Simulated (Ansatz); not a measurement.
Phonons of EuSi3 in the AuCu3-type structure

Computed with Ansatz (plane waves, PAW, 420 eV cutoff): PBEsol, scalar-relativistic, collinear spin, Gaussian smearing of 0.15 eV; PAW files: Ansatz's generated set soft_2.

```xyz
4
Lattice="4.0979 0.0000 0.0000 0.0000 4.0979 0.0000 0.0000 0.0000 4.0979" Properties=species:S:1:pos:R:3 pbc="T T T"
Eu    0.0000    0.0000    0.0000
Si    0.0000    2.0490    2.0490
Si    2.0490    2.0490    0.0000
Si    2.0490    0.0000    2.0490
```

This is a trial structure made by placing the elements on a prototype's sites, so it needn't be the stable form.

Moments typed, the run going on from the state of an earlier one (μB, in the order of the atoms): 7.03, 0.0, 0.0, 0.0.

The spin moment ends at 6.46 μB for each cell as shown.

Force constants come from finite displacements in a 2×2×2 supercell (the unit cell's 8×8×8 k-mesh, folded to it); the long-range dipole term is not included. Points in reciprocal vectors of this cell: Γ = (0.000, 0.000, 0.000), X = (0.000, 0.500, 0.000), M = (0.500, 0.500, 0.000), R = (0.500, 0.500, 0.500).

**Question.** Is the structure dynamically stable along this path, and where does the spectrum end?

**Answer.** No: a branch is imaginary, down to 221i cm⁻¹ at R. The highest frequency is 287 cm⁻¹, at M. Points that don't fit the supercell are interpolated.

Frequencies at the named points (cm⁻¹, imaginary ones negative):
```
point                                       ω (cm⁻¹)
    Γ   -116 -116 -116 0 0 0 249 249 249 277 277 277
    X   -61 -61 84 99 99 146 231 231 254 271 273 273
    M  -33 22 91 116 116 132 233 246 246 259 287 287
    R  -221 -50 -50 83 83 83 265 265 265 277 277 277
```

The crystal is a metal or nearly so; low and unstable modes depend on mesh and smearing.

It ran for 6.7 min on 4 threads of Arm Neoverse V1, on a shared host, peak memory 4.6 GiB.

Without a U the 4f levels of Eu lie too near the Fermi level, so their share of the states there, and what hangs on it, is overstated. These numbers lack spin–orbit coupling. Site moments are of spin, integrated over atomic spheres. Only parallel moments were tried, so the real magnetic order may be another.
